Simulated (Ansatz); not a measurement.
Space group P-3m1 (No. 164). a = 2.592 Å, b = 2.592 Å, c = 6.260 Å, α = 90.00°, β = 90.00°, γ = 120.00°
```json
{"atom": "Zn", "site": "1a", "symmetry": "-3m.", "x": "0.0000", "y": "0.0000", "z": "0.0000"}
{"atom": "Cu", "site": "2d", "symmetry": "3m.", "x": "0.3333", "y": "0.6667", "z": "0.6623"}
```

Equation of state of this ZnCu2 structure (not necessarily the ground state), with shape and atoms relaxed at each volume where symmetry leaves them free. It has no gap at any of these volumes. Theory: Ansatz 0.2.0, DFT r2SCAN, scalar-relativistic, plane waves, PAW.

Plane waves to 500 eV, a k mesh through Γ of 18×18×8 on the computed 3-atom cell and Gaussian smearing (0.10 eV); no spin polarisation.

```json
{"V (Å³/atom)": "11.415", "E − E(largest V) (meV/atom)": "4.55", "P (GPa)": "10.10"}
{"V (Å³/atom)": "11.779", "E − E(largest V) (meV/atom)": "-11.94", "P (GPa)": "4.59"}
{"V (Å³/atom)": "12.143", "E − E(largest V) (meV/atom)": "-16.99", "P (GPa)": "0.00"}
{"V (Å³/atom)": "12.507", "E − E(largest V) (meV/atom)": "-12.48", "P (GPa)": "-3.83"}
{"V (Å³/atom)": "12.872", "E − E(largest V) (meV/atom)": "0.00", "P (GPa)": "-7.02"}
```

**Question.** Fit a third-order Birch–Murnaghan equation to E(V).

**Answer.** V0 = 12.14 Å³/atom, B0 = 140 GPa, B0' = 5.0.